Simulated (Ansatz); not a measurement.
A geometry of MgO away from equilibrium: step 7 of the relaxation of a relaxed MgO cell squeezed uniformly to 70 % of its volume. The numbers are results of PBEsol (plane waves to 420 eV, PAW, scalar-relativistic; Ansatz, a program for electronic structure), not measurements. Γ-centred k-mesh 11×11×11 on the run's cell (coarser than for final values), Fermi–Dirac smearing 0.05 eV.

```yaml
crystal:
  lattice:
    - [0.00000, 2.07522, 2.07522]
    - [2.07522, 0.00000, 2.07522]
    - [2.07522, 2.07522, 0.00000]
  atoms:
    - { symbol: O, position: [0.00000, 0.00000, 0.00000] }
    - { symbol: Mg, position: [0.50000, 0.50000, 0.50000] }
```

**Question.** Which atoms carry the largest force, and which way does it point?

**Answer.** No atom: all forces are below 0.005 eV/Å; only the cell is out of equilibrium.

**Question.** What is the pressure?

**Answer.** +7.9 GPa, compression positive.

**Question.** How far above the relaxed end point is this geometry?

**Answer.** 0.01 eV/atom; the path ends in Fm-3m (No. 225) (rock salt type).

No spin polarisation in the result.

The run could not lose the symmetry of its start.

All atoms sit on sites fixed by symmetry, so only the cell could relax.
